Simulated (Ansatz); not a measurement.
System: Rh₂Au (cadmium iodide prototype, strained and with displaced atoms), 3 atoms in the cell.

All numbers below come from PBE with spin–orbit coupling, all-electron LAPW, point nucleus (Ansatz 0.2.0 development build).

k-mesh 3×3×1 Γ-centred; Fermi–Dirac smearing of 0.15 eV.

```
CELL_PARAMETERS angstrom
3.79351 -0.07198 0.09718
-1.95909 3.14667 -0.02361
0.15869 0.04710 5.98258
ATOMIC_POSITIONS crystal
Au 0.63518 0.28088 0.84427
Rh 0.99438 0.98084 0.09461
Rh 0.31609 0.67215 0.59990
```

Question: Would the cell expand or shrink if it were free to relax?

Answer: The pressure is -5.51 GPa, so at these settings the cell is stretched and would shrink.

Question: Which atom feels the largest force? Give all forces.

Answer: Rh3, 2.096 eV/Å.

| atom | Fx (eV/Å) | Fy (eV/Å) | Fz (eV/Å) |
| --- | --- | --- | --- |
| Au1 | 0.272 | 1.777 | 0.726 |
| Rh2 | -1.000 | -0.416 | 0.692 |
| Rh3 | 0.729 | -1.361 | -1.418 |

The k-mesh is coarse, so these values belong to this mesh and can lie far from the converged ones. The elements were drawn onto a prototype; most such cells aren't known phases.
